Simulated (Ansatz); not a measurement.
The relaxed structure here is a generated cell of PbS: the first start was made by placing the elements on the sites of a structure type, and the end was not matched to a known phase here, so it may be hypothetical. Known forms of PbS include space group No. 225.

One stationary structure of PbS. Space group F-43m (No. 216), zinc blende type. Computed with r2SCAN (plane waves to 500 eV, PAW, scalar-relativistic; Ansatz, a quantum-chemistry and plane-wave program).

```cif
data_Pb4S4
_chemical_formula_sum 'S4 Pb4'
_space_group_name_H-M_alt 'F-43m'
_space_group_IT_number 216
_space_group_name_Hall 'F -4 2 3'
_cell_length_a 6.60078
_cell_length_b 6.60078
_cell_length_c 6.60078
_cell_angle_alpha 90.000
_cell_angle_beta 90.000
_cell_angle_gamma 90.000
loop_
_atom_site_label
_atom_site_type_symbol
_atom_site_symmetry_multiplicity
_atom_site_Wyckoff_symbol
_atom_site_fract_x
_atom_site_fract_y
_atom_site_fract_z
_atom_site_occupancy
S1 S 4 c 0.25000 0.25000 0.25000 1
Pb1 Pb 4 a 0.00000 0.00000 0.00000 1
```
(The calculation used a cell of 2 atoms; values per cell refer to that cell.)

Question: Give the band gap at the level r2SCAN.

Answer: 0.95 eV, indirect (valence top at W, conduction bottom at X) (no spin-orbit coupling).

Question: What is the computed smallest direct gap (r2SCAN)?

Answer: 1.45 eV at X.

No spin polarisation in the result. Without spin-orbit coupling the bands of the heavy element are not split, so the gap can be far off.

The run could not lower the symmetry of its start; a shaken copy of this end point relaxes with r2SCAN to P3m1 (No. 156), 0.153 eV/atom lower.
